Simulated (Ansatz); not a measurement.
## Property card for Ti₂SiB₂

Ti₂SiB₂:
```cif
data_B2SiTi2
_chemical_formula_sum 'Si1 Ti2 B2'
_space_group_name_H-M_alt 'P 1'
_space_group_IT_number 1
_cell_length_a 5.43827
_cell_length_b 5.43827
_cell_length_c 3.41016
_cell_angle_alpha 90.000
_cell_angle_beta 90.000
_cell_angle_gamma 147.757
loop_
_space_group_symop_operation_xyz
  'x, y, z'
loop_
_atom_site_label
_atom_site_type_symbol
_atom_site_fract_x
_atom_site_fract_y
_atom_site_fract_z
_atom_site_occupancy
Si1 Si 0.00000 0.00000 0.00000 1
Ti1 Ti 0.36473 0.63527 0.50000 1
Ti2 Ti 0.63527 0.36473 0.50000 1
B1 B 0.20761 0.79239 0.00000 1
B2 B 0.79239 0.20761 0.00000 1
```

Space group Cmmm (No. 65); conventional cell a = 3.0202 Å, b = 10.4488 Å, c = 3.4102 Å, α = β = γ = 90.00°.

Method: r²SCAN (plane waves, PAW; program Ansatz). Structure relaxed to zero pressure with the same functional. Other levels are named where they apply.

**Cell and energy**

* **Volume per atom**: 10.76 Å³
* **Density**: 4.49 g/cm³
* **Formation energy from the elements (no fitted shifts)**: -0.76 eV/atom

**Electronic structure**

* **Electronic character**: metallic (no gap)
* **Density of states at the Fermi level**: 0.66 states/eV per atom (mean over ±0.08 eV)

**Mechanics**

- Bulk modulus (Birch–Murnaghan fit): 200 GPa
- Pressure derivative B′: 4.2

**Charges**

Bader charges: Si -0.44, Ti +1.30, B -1.08 e

The start of the workflow was typed in or built on a structure type; neither database checked (COD, Materials Project) lists it. Whether it is the stable phase at ambient conditions was not checked. The cell was relaxed with r²SCAN under the symmetry of its start; whether a distortion lowers the energy is not shown. The run is not spin-polarised. The references are the lowest solids computed at this level, not always the standard phases.

Potentials: the earlier of the program's two PAW sets. The files were generated under PBE; for other functionals the program regenerates the frozen cores, and for LDA and PBEsol the local potential too.
